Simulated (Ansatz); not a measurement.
# Zone-centre modes in Zr$_{2}$O

Theory: Ansatz 0.2.0, DFT PBEsol, scalar-relativistic, plane waves, PAW. The runs took a 420 eV cutoff, a Γ-centred 10×10×10 mesh and Gaussian smearing (0.15 eV). No spin polarisation.

Zero of the scan (relaxed at this level; it needn't be the usual structure):

```yaml
crystal:
  lattice:
    - [4.80029, 0.00000, 0.00000]
    - [0.00000, 4.80029, 0.00000]
    - [0.00000, 0.00000, 4.80029]
  atoms:
    - { symbol: Zr, position: [0.25000, 0.25000, 0.75000] }
    - { symbol: Zr, position: [0.75000, 0.25000, 0.25000] }
    - { symbol: Zr, position: [0.25000, 0.75000, 0.25000] }
    - { symbol: Zr, position: [0.75000, 0.75000, 0.75000] }
    - { symbol: O, position: [0.00000, 0.00000, 0.00000] }
    - { symbol: O, position: [0.50000, 0.50000, 0.50000] }
```

Harmonic modes by finite displacements of 0.02 Å, without the LO–TO term.

At this geometry, is the structure stable against these modes?

No: 2 modes are unstable, the strongest at 33i cm⁻¹.

List the wavenumbers in cm⁻¹.

33i, 33i, 0, 0, 0, 57, 57, 57, 156, 156, 156, 314, 390, 390, 390, 488, 488, 488.

Cost: 1 run of about 2.5 core-minutes, on Intel Xeon Platinum 8488C (Sapphire Rapids) (shared hosts).